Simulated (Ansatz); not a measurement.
An Ansatz (a program for electronic structure) run. Input:

Ansatz 0.2 input:
```yaml
crystal:
  lattice:
    - [2.9090690725, 0.0, 0.0]
    - [0.0, 2.9090690725, 0.0]
    - [0.0, 0.0, 4.2154106274]
  atoms:
    - { symbol: Ag, position: [0.5, 0.5, 0.5] }
    - { symbol: Au, position: [0.0, 0.0, 0.0] }
kpoints:
  mp_grid: { grid: [10, 10, 7] }
  band_path:
    path:
      - [[0.0, 0.0, 0.0], [0.0, 0.5, 0.0], [0.5, 0.5, 0.0], [0.0, 0.0, 0.0], [0.0, 0.0, 0.5], [0.0, 0.5, 0.5], [0.5, 0.5, 0.5], [0.0, 0.0, 0.5]]  # Γ-X-M-Γ-Z-R-A-Z
      - [[0.0, 0.5, 0.0], [0.0, 0.5, 0.5]]  # X-R
      - [[0.5, 0.5, 0.0], [0.5, 0.5, 0.5]]  # M-A
    npoints: 8
basis: { xc_grid: 2 }
hamiltonian:
  xc: pbe
  pseudopotentials: { azcp: { folder: ./paw }, kind: paw_fr }
magnetization: { noncollinear: true, spin_orbit: true }
scf:
  n_extra_bands: 12
  convergence: { dr2_threshold: 0.0000000001 }
  occupations: { method: gaussian, width: 0.05 }
output: { eigenvalues: true }
```

Output (shortened):

```
Pseudopotential: Ag, paw, valence charge 19
Pseudopotential: Au, paw, valence charge 19
Functional definition: PBE
non-collinear run that drives no moment, with spin-orbit …
Crystal: 2 atoms, lattice volume = 35.674 Å³
Basis set: ecut = 420 eV, 683 PW (Γ), exchange–correlation on 40×40×60 points (8 copies of the dense FFT grid, shifted against one another)
Bands: 50, of which v1, the nominal top of the filled ones, is band 38 counted from 1 (37 counted from 0)
Symmetry: 16 space group operations + 16 with time reversal
k-points: 84 of 700
Projection manifold: j_resolved (fully-relativistic pseudo-atomic orbitals)
SCF iter   1: F=—  HF=-20784.843563 eV  |F-HF|=—  |Δ(HF+E_count)|=         —  Δρ=1.55e-1  dr2=1.46e1  dr2_m=0.00e0 (ungated)  ethr=3.10e-3  |M|=0.00e0 ∫|m|=0.00e0 μB  |m|>n=0.0e0 m-floor=0.0e0 τ_xc=0.0e0  β_m=0.30  ⟨swp⟩=7.0  Hψ=9421  notcnv=0  defer=98
preconditioner: auto → Kerker (q_TF=auto, 2.757 Å⁻¹)
spin=Noncollinear: Kerker preconditioning applied to the charge; magnetization (m_x, m_y, m_z) channels mix plain (no charge-response kernel on spin).
SCF iter   2: F=—  HF=-20782.733311 eV  |F-HF|=—  |Δ(HF+E_count)|=    2.11e0  Δρ=7.79e-2  dr2=4.25e0  dr2_m=0.00e0 (ungated)  ethr=3.10e-3  |M|=0.00e0 ∫|m|=0.00e0 μB  |m|>n=0.0e0 m-floor=0.0e0 τ_xc=0.0e0  β_m=0.45  ⟨swp⟩=2.7  Hψ=3386  notcnv=0  defer=516
SCF iter   3: F=—  HF=-20781.857332 eV  |F-HF|=—  |Δ(HF+E_count)|=   8.76e-1  Δρ=2.03e-2  dr2=2.61e-1  dr2_m=0.00e0 (ungated)  ethr=3.10e-3  |M|=0.00e0 ∫|m|=0.00e0 μB  |m|>n=0.0e0 m-floor=0.0e0 τ_xc=0.0e0  β_m=0.72  ⟨swp⟩=3.0  Hψ=3513  notcnv=0  defer=516
SCF iter   4: F=—  HF=-20781.825007 eV  |F-HF|=—  |Δ(HF+E_count)|=   3.23e-2  Δρ=1.09e-2  dr2=4.53e-2  dr2_m=0.00e0 (ungated)  ethr=6.86e-4  |M|=0.00e0 ∫|m|=0.00e0 μB  |m|>n=0.0e0 m-floor=0.0e0 τ_xc=0.0e0  β_m=0.82  ⟨swp⟩=3.6  Hψ=4348  notcnv=0  defer=510
SCF iter   5: F=—  HF=-20781.815743 eV  |F-HF|=—  |Δ(HF+E_count)|=   9.26e-3  Δρ=1.95e-3  dr2=2.86e-3  dr2_m=0.00e0 (ungated)  ethr=1.19e-4  |M|=0.00e0 ∫|m|=0.00e0 μB  |m|>n=0.0e0 m-floor=0.0e0 τ_xc=0.0e0  β_m=0.91  ⟨swp⟩=2.2  Hψ=2871  notcnv=0  defer=510
SCF iter   6: F=—  HF=-20781.815102 eV  |F-HF|=—  |Δ(HF+E_count)|=   6.41e-4  Δρ=9.55e-4  dr2=7.78e-4  dr2_m=0.00e0 (ungated)  ethr=7.53e-6  |M|=0.00e0 ∫|m|=0.00e0 μB  |m|>n=0.0e0 m-floor=0.0e0 τ_xc=0.0e0  β_m=0.93  ⟨swp⟩=2.5  Hψ=3138  notcnv=0  defer=510
SCF iter   7: F=—  HF=-20781.814918 eV  |F-HF|=—  |Δ(HF+E_count)|=   1.84e-4  Δρ=4.35e-4  dr2=7.72e-5  dr2_m=0.00e0 (ungated)  ethr=2.05e-6  |M|=0.00e0 ∫|m|=0.00e0 μB  |m|>n=0.0e0 m-floor=0.0e0 τ_xc=0.0e0  β_m=0.87  ⟨swp⟩=2.2  Hψ=2638  notcnv=0  defer=510
SCF iter   8: F=—  HF=-20781.814898 eV  |F-HF|=—  |Δ(HF+E_count)|=   2.02e-5  Δρ=1.07e-4  dr2=4.97e-6  dr2_m=0.00e0 (ungated)  ethr=2.03e-7  |M|=0.00e0 ∫|m|=0.00e0 μB  |m|>n=0.0e0 m-floor=0.0e0 τ_xc=0.0e0  β_m=0.93  ⟨swp⟩=2.0  Hψ=3106  notcnv=0  defer=510
SCF iter  12: F=-20781.814906 eV  HF=-20781.814906 eV  |F-HF|=3.64e-12  |Δ(HF+E_count)|=  1.09e-11  Δρ=2.29e-7  dr2=1.55e-11  dr2_m=0.00e0 (ungated)  ethr=1.00e-12  |M|=0.00e0 ∫|m|=0.00e0 μB  |m|>n=0.0e0 m-floor=0.0e0 τ_xc=0.0e0  ⟨swp⟩=9.8  Hψ=7611  notcnv=0
SCF 1 converged in 12 iterations: F = -20781.814906 eV  dr2 = 1.55e-11
NSCF: frozen V_eff on 75 k-points
SCF converged after 12 iterations
Magnetization: |M| = 0.0000 μB,  M = (+0.0000, +0.0000, +0.0000) μB
Absolute magnetization: 0.0000 μB (∫|m|)
  site 0: m = (+0.0000, +0.0000, +0.0000) μB, |m| = 0.0000 μB  (R = 1.20 Å)
  site 1: m = (+0.0000, +0.0000, +0.0000) μB, |m| = 0.0000 μB  (R = 1.20 Å)
Free energy (F): -20781.814906 eV
Harris-Foulkes:  -20781.814906 eV  (|F-HF|=3.64e-12)
Internal energy: -20781.814110 eV  (E = F + TS)
E sigma→0 (E₀):  -20781.814508 eV
Entropy (-TS):   -0.000796 eV (-0.398 meV/atom)
Fermi energy:    17.745189 eV
--- Per-component energies (eV) ---
  E_band       = -488.404089
  E_kinetic    = 1038.499458
  E_local      = -3917.346169  (includes V_loc(G=0)·N_el)
  E_nonlocal   = 125.404237
  E_hartree    = 1808.478172
  E_xc         = -372.121189
  E_vxc        = -459.907864  (∫ρ·V_xc dr)
  E_paw        = -13718.433341  (= ΣΔE_a)
  E_vpaw       = -892.011721  (= ΣTr[D̂ρ^β])
  E_aug_tail   = 0.001679  (compensation charges beyond the density's cutoff)
  E_ewald      = -5746.296957
  E_smearing   = -0.000796  (= −TS)
  E_closure    = 0.000000  (closes the sum)
  Σ components = -20781.814906   (vs F -20781.814906, Δ=0.00e0)
  [band-id]    e_kinetic+e_local+e_nonlocal+2·e_hartree+e_vxc+e_vpaw+e_augmentation_tail = -488.404037   (vs E_band -488.404089, Δ=5.28e-5)
--- Band table (eV; the first three rows and the last of 84) ---
  k-point 0: bands = ["-87.5016", "-87.5016", "-73.9517", "-73.9517", "-51.1528", "-51.1528", "-40.9487", "-40.9487", "-35.8555", "-35.8555", "-35.8363", "-35.8363", "-34.6121", "-34.6121", "-34.5682", "-34.5682", "9.2725", "9.2725", "11.3596", "11.3596", …
  k-point 1: bands = ["-87.5016", "-87.5016", "-73.9517", "-73.9517", "-51.1528", "-51.1528", "-40.9487", "-40.9487", "-35.8549", "-35.8549", "-35.8361", "-35.8361", "-34.6131", "-34.6131", "-34.5684", "-34.5684", "9.4677", "9.4677", "11.4416", "11.4416", …
  k-point 2: bands = ["-87.5016", "-87.5016", "-73.9517", "-73.9517", "-51.1528", "-51.1528", "-40.9488", "-40.9488", "-35.8535", "-35.8535", "-35.8358", "-35.8358", "-34.6154", "-34.6154", "-34.5689", "-34.5689", "10.0045", "10.0045", "11.6564", "11.6564", …
  k-point 83: bands = ["-87.4945", "-87.4945", "-73.9414", "-73.9414", "-51.1790", "-51.1790", "-40.9831", "-40.9831", "-35.9161", "-35.9161", "-35.8682", "-35.8682", "-34.6977", "-34.6977", "-34.6432", "-34.6432", "11.8765", "11.8765", "12.1953", "12.1953", …
```

Cost: around 28 core-seconds (rough) on shared cores.

Space group P4/mmm (L1₀ or tetragonal B2). The start of the workflow was typed in or built on a structure type; neither database checked (COD, Materials Project) lists it. Whether it is the stable phase at ambient conditions was not checked. The cell was relaxed with PBE under the symmetry of its start; whether a distortion lowers the energy is not shown. No spin polarisation was allowed.

Potentials: the earlier of the program's two PAW sets.

Ansatz is a plane-wave DFT program.
